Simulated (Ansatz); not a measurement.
The cell below belongs to a search over invented structures; it isn't taken from experiment.

Input and command of a plane-wave DFT calculation in Ansatz:

```yaml
crystal:
  lattice:
    - [5.88300166, -5.32448168, 0.0]
    - [5.88300166, 5.32448168, 0.0]
    - [-0.9885237, 0.0, 6.15953691]
  atoms:
    - { symbol: Ba, position: [0.58255864, 0.41744136, 0.0] }
    - { symbol: Ba, position: [0.91744136, 0.08255864, 0.0] }
    - { symbol: V, position: [0.6604311, 0.8395689, 0.25], spin: 2.0 }
    - { symbol: V, position: [0.1604311, 0.3395689, 0.75], spin: 2.0 }
    - { symbol: V, position: [0.41744136, 0.58255864, 0.5], spin: 2.0 }
    - { symbol: Tl, position: [0.5, 0.0, 0.75] }
    - { symbol: Tl, position: [0.0, 0.5, 0.25] }
    - { symbol: Tl, position: [0.08255864, 0.91744136, 0.5] }
    - { symbol: Tl, position: [0.3395689, 0.1604311, 0.25] }
    - { symbol: Tl, position: [0.8395689, 0.6604311, 0.75] }
    - { symbol: O, position: [0.06612602, 0.19793972, 0.35699973] }
    - { symbol: O, position: [0.56612602, 0.69793972, 0.85699973] }
    - { symbol: O, position: [0.88656676, 0.38656676, 0.88890003] }
    - { symbol: O, position: [0.38656676, 0.88656676, 0.38890003] }
    - { symbol: O, position: [0.69793972, 0.56612602, 0.35699973] }
    - { symbol: O, position: [0.19793972, 0.06612602, 0.85699973] }
    - { symbol: O, position: [0.43387398, 0.30206028, 0.64300027] }
    - { symbol: O, position: [0.93387398, 0.80206028, 0.14300027] }
    - { symbol: O, position: [0.61343324, 0.11343324, 0.11109997] }
    - { symbol: O, position: [0.11343324, 0.61343324, 0.61109997] }
    - { symbol: O, position: [0.80206028, 0.93387398, 0.64300027] }
    - { symbol: O, position: [0.30206028, 0.43387398, 0.14300027] }
basis:
  ecutwfc: 420
kpoints:
  mp_grid: { grid: [2, 2, 2] }
hamiltonian:
  xc: pbe
scf:
  occupations: { method: gaussian, width: 0.15 }
  lower_state_search: "off"
output:
  forces: true
  stress: true
  eigenvalues: true
  populations: true
magnetization:
  spin_polarized: true
relax:
  adjacent_minimum: "off"
  f_tol: 0.08
  max_steps: 32
  cell: { stress_tol: 0.8 }
```

```bash
ansatz run input.yaml --threads 1 --pin off --max-ram 2816MiB --backend cpu --events-out ev --progress --plain --runs-dir out
```

Processor: Intel(R) Xeon(R) Platinum 8488C (Sapphire Rapids), 1 thread, on a host shared with other jobs.

How long does it run, and how much memory does it take?

About 32 min, peak memory 1.3 GiB. It solves 123 bands at 6 k points (after reduction by symmetry) with about 9481 plane waves (on the last cell), in 422 SCF iterations over 32 ionic steps.
